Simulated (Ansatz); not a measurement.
InSb:
```yaml
crystal:
  lattice:
    - [4.60248, 0.00000, 0.00000]
    - [-2.30124, 3.98586, 0.00000]
    - [0.00000, 0.00000, 15.09249]
  atoms:
    - { symbol: In, position: [0.66667, 0.33333, 0.99990] }
    - { symbol: Sb, position: [0.66667, 0.33333, 0.18770] }
    - { symbol: In, position: [0.00000, 0.00000, 0.25035] }
    - { symbol: Sb, position: [0.00000, 0.00000, 0.43705] }
    - { symbol: In, position: [0.33333, 0.66667, 0.49990] }
    - { symbol: Sb, position: [0.33333, 0.66667, 0.68770] }
    - { symbol: In, position: [0.00000, 0.00000, 0.75035] }
    - { symbol: Sb, position: [0.00000, 0.00000, 0.93705] }
```

This is the PBEsol-relaxed structure.

Task: All from DFT-PBEsol in the program Ansatz with PAW potentials, unless another level is named. Estimate the bulk modulus (Birch–Murnaghan fit).

Result: 42.6 GPa.

Task: Predict the highest zone-centre frequency.

Result: 175 cm⁻¹.

Space group P6_3mc. The start of the workflow was typed in or built on a structure type; neither database checked (COD, Materials Project) lists it. It is not the phase usual at ambient conditions (space group No. 216). Symmetry was held in the PBEsol relaxation; of distortions, only those at the zone centre were tested. As this level gives no gap, phonon frequencies hold no LO–TO term and depend on the k-mesh and smearing (Fermi–Dirac, 0.1 eV here). Spin–orbit coupling is left out wherever it is not named.

Potentials: the later of the program's two PAW sets.
